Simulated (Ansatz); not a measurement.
# Migration of O in Si

Theory: DFT LDA, scalar-relativistic, plane waves, PAW in Ansatz 0.2.0. Settings: 420 eV cutoff, 2×2×2 k-mesh, shifted by half a step, Gaussian smearing of 0.02 eV, no spin polarisation.

In a supercell of 32 host sites, interstitial O hops to an equivalent place, moving 0.86 Å between the relaxed ends. Climbing-image nudged elastic band at fixed cell with images 0 (start) to 6 (end), the path measured over all atoms, converged to 0.05 eV/Å; the order of the saddle wasn't checked, and the small cell leaves errors of about a tenth of an eV.

Command:

```bash
ansatz run input.yaml --threads 8 --pin off --max-ram 20480MiB --backend cpu --events-out ev --progress --plain --runs-dir out
```

Input:

```yaml
crystal:
  lattice:
    - [-5.4019422754, -5.4019422754, 5.4019422754]
    - [5.4019422754, -5.4019422754, -5.4019422754]
    - [5.4019422754, 5.4019422754, 5.4019422754]
  atoms:
    - { symbol: Si, position: [0.2536221841, 0.7536545982, 0.752306614] }
    - { symbol: Si, position: [2.342e-07, 0.7340844287, -0.0002222998] }
    - { symbol: Si, position: [0.497926517, 0.4997235684, 0.745750923] }
    - { symbol: Si, position: [0.2556850346, 0.49995209, 0.001061763] }
    - { symbol: Si, position: [-2.30497e-05, 0.4998312569, 0.2549983814] }
    - { symbol: Si, position: [0.7524356582, 0.7538966734, 0.2529317014] }
    - { symbol: Si, position: [0.4806863728, 0.7311750681, 0.4810836325] }
    - { symbol: Si, position: [-1.18484e-05, 0.0068770073, 0.7835266902] }
    - { symbol: Si, position: [0.7443146337, 0.2442742871, 0.7453912471] }
    - { symbol: Si, position: [0.5192845528, 0.2505111265, 0.0003843963] }
    - { symbol: Si, position: [0.2088772527, 0.215359429, 0.2095852136] }
    - { symbol: Si, position: [-2.0733e-06, 0.2490740988, 0.5206459449] }
    - { symbol: Si, position: [0.746403848, 0.50004791, 0.498709969] }
    - { symbol: Si, position: [0.7912101914, 0.0064510026, 0.000688338] }
    - { symbol: Si, position: [0.5020868574, 0.001800693, 0.2478286889] }
    - { symbol: Si, position: [0.247564674, 0.0014472202, 0.5004821093] }
    - { symbol: Si, position: [0.2466199552, 0.7516240986, 0.4997421728] }
    - { symbol: Si, position: [7.1274e-06, 0.7488751969, 0.7544127625] }
    - { symbol: Si, position: [0.4853170127, 0.4850085716, 0.4855403865] }
    - { symbol: Si, position: [0.2530653023, 0.5046027822, 0.7540750864] }
    - { symbol: Si, position: [8.3172e-06, 0.484526466, -0.0003718874] }
    - { symbol: Si, position: [0.7534964965, 0.7464493842, -0.0003527916] }
    - { symbol: Si, position: [0.500497036, 0.751884432, 0.2471956989] }
    - { symbol: Si, position: [-2.342e-07, -0.002897618, 0.514377252] }
    - { symbol: Si, position: [0.7469412793, 0.2515427434, 0.5010242483] }
    - { symbol: Si, position: [0.4994912155, 0.2513881426, 0.746690338] }
    - { symbol: Si, position: [0.2769681238, 0.2593563529, -0.0008751568] }
    - { symbol: Si, position: [8.3201e-06, 0.2620549926, 0.2812012707] }
    - { symbol: Si, position: [0.753353551, 0.505010347, 0.2531237929] }
    - { symbol: Si, position: [0.7229849458, -0.0176393642, 0.722096115] }
    - { symbol: Si, position: [0.5146919846, -0.0002587647, 0.0002222998] }
    - { symbol: Si, position: [0.2464898733, -0.0070249386, 0.2461346834] }
    - { symbol: O, position: [-8.4009e-06, 0.0797177917, 0.0016374212] }
basis:
  ecutwfc: 420
  xc_grid: 2
kpoints:
  mp_grid: { grid: [2, 2, 2], shift: [0.5, 0.5, 0.5] }
hamiltonian:
  xc: lda
scf:
  occupations: { method: gaussian, width: 0.02 }
output:
  forces: true
neb:
  images: 5
  f_tol: 0.05
  max_iterations: 70
  order_check: false
  final_atoms:
    - { symbol: Si, position: [0.2459249136, 0.7453972178, 0.7469346977] }
    - { symbol: Si, position: [0.0003718874, 0.765473534, -8.3172e-06] }
    - { symbol: Si, position: [0.5002578272, 0.4983759014, 0.7533800448] }
    - { symbol: Si, position: [0.2455872375, 0.5011248031, -7.1274e-06] }
    - { symbol: Si, position: [0.0003527916, 0.5035506158, 0.2465035035] }
    - { symbol: Si, position: [0.7468762071, 0.744989653, 0.246646449] }
    - { symbol: Si, position: [0.5144596135, 0.7649914284, 0.5146829873] }
    - { symbol: Si, position: [0.0008751568, -0.0093563529, 0.7230318762] }
    - { symbol: Si, position: [0.7538653166, 0.2570249386, 0.7535101267] }
    - { symbol: Si, position: [0.485622748, 0.252897618, 2.342e-07] }
    - { symbol: Si, position: [0.277903885, 0.2676393642, 0.2770150542] }
    - { symbol: Si, position: [-0.0002222998, 0.2502587647, 0.4853080154] }
    - { symbol: Si, position: [0.7528043011, 0.498115568, 0.499502964] }
    - { symbol: Si, position: [0.7187987293, -0.0120549926, -8.3201e-06] }
    - { symbol: Si, position: [0.4989757517, -0.0015427434, 0.2530587207] }
    - { symbol: Si, position: [0.253309662, -0.0013881426, 0.5005087845] }
    - { symbol: Si, position: [0.254249077, 0.7502764316, 0.502073483] }
    - { symbol: Si, position: [-0.001061763, 0.75004791, 0.7443149654] }
    - { symbol: Si, position: [0.5189163675, 0.5188249319, 0.5193136272] }
    - { symbol: Si, position: [0.247693386, 0.4963454018, 0.7463778159] }
    - { symbol: Si, position: [0.0002222998, 0.5159155713, -2.342e-07] }
    - { symbol: Si, position: [0.7450016186, 0.7501687431, 2.30497e-05] }
    - { symbol: Si, position: [0.501290031, 0.74995209, 0.253596152] }
    - { symbol: Si, position: [-0.0003843963, -0.0005111265, 0.4807154472] }
    - { symbol: Si, position: [0.7521713111, 0.248199307, 0.4979131426] }
    - { symbol: Si, position: [0.4995178907, 0.2485527798, 0.752435326] }
    - { symbol: Si, position: [0.2164733098, 0.2431229927, 1.18484e-05] }
    - { symbol: Si, position: [-0.000688338, 0.2435489974, 0.2087898086] }
    - { symbol: Si, position: [0.7470682986, 0.4961033266, 0.2475643418] }
    - { symbol: Si, position: [0.7904147864, 0.034640571, 0.7911227473] }
    - { symbol: Si, position: [0.4793540551, 0.0009259012, 2.0733e-06] }
    - { symbol: Si, position: [0.2546087529, 0.0057257129, 0.2556853663] }
    - { symbol: O, position: [-0.0016374212, 0.1702822083, 8.4009e-06] }
```

Course of the band:

| iteration | largest band force (eV/Å) | climbing image | energies over image 0 (eV) |
| --- | --- | --- | --- |
| 1 | 0.463 | 3 | 0.000 0.160 0.422 0.538 0.422 0.160 0.000 |
| 2 | 0.196 | 3 | 0.000 0.125 0.352 0.455 0.352 0.125 0.000 |
| 3 | 0.178 | 3 | 0.000 0.118 0.340 0.440 0.340 0.118 0.000 |
| 4 | 0.312 | 3 | 0.000 0.114 0.327 0.422 0.327 0.114 0.000 |
| 5 | 0.385 | 3 | 0.000 0.095 0.305 0.409 0.305 0.095 0.000 |
| 6 | 0.516 | 3 | 0.000 0.071 0.267 0.378 0.267 0.071 0.000 |
| 7 | 0.706 | 3 | 0.000 0.052 0.179 0.295 0.179 0.052 0.000 |
| 8 | 0.786 | 3 | 0.000 0.047 0.103 0.195 0.103 0.047 0.000 |
| 9 | 0.984 | 5 | 0.000 0.043 -0.146 -0.026 -0.146 0.043 0.000 |
| 10 | 2.562 | 1 | 0.000 0.048 -0.529 -0.768 -0.528 0.040 0.000 |
| 49 | 0.156 | 5 | 0.000 -2.633 -2.409 -2.390 -2.645 0.041 0.000 |
| 50 | 0.149 | 5 | 0.000 -2.633 -2.475 -2.397 -2.645 0.041 0.000 |
| 51 | 0.370 | 5 | 0.000 -2.608 -2.519 -2.346 -2.646 0.041 0.000 |
| 52 | 0.095 | 5 | 0.000 -2.646 -2.482 -2.385 -2.646 0.041 0.000 |
| 53 | 0.288 | 5 | 0.000 -2.638 -2.454 -2.352 -2.645 0.041 0.000 |
| 54 | 0.140 | 5 | 0.000 -2.645 -2.520 -2.331 -2.644 0.041 0.000 |
| 55 | 0.151 | 5 | 0.000 -2.645 -2.554 -2.308 -2.638 0.041 0.000 |
| 56 | 0.137 | 5 | 0.000 -2.644 -2.408 -2.413 -2.646 0.041 0.000 |
| 57 | 0.077 | 5 | 0.000 -2.646 -2.439 -2.388 -2.647 0.041 0.000 |
| 58 | 0.044 | 5 | 0.000 -2.646 -2.418 -2.409 -2.647 0.041 0.000 |

Final band:

```
image path (Å) E − E(0) (eV) O x (Å) O y (Å) O z (Å) force on O (eV/Å)
    0      0.00          0.000    0.440   -0.422   -0.422               0.01
    1      2.22         -2.646    1.820   -0.333    0.824               0.05
    2      4.44         -2.418    2.091    1.284   -0.145               0.67
    3      6.66         -2.409    1.856   -0.019   -1.193               0.70
    4      8.88         -2.647    0.415    0.958   -2.055               0.02
    5     11.10          0.041    0.926   -0.578   -0.929               0.00
    6     11.61          0.000    0.929   -0.911   -0.929               0.01
```

Barrier 0.04 eV. An image lies below the start, so the start isn't the lowest place along this path. It took 17 min on 8 threads of Intel(R) Xeon(R) 6975P-C (Granite Rapids), on a shared host, peak memory 3.6 GiB.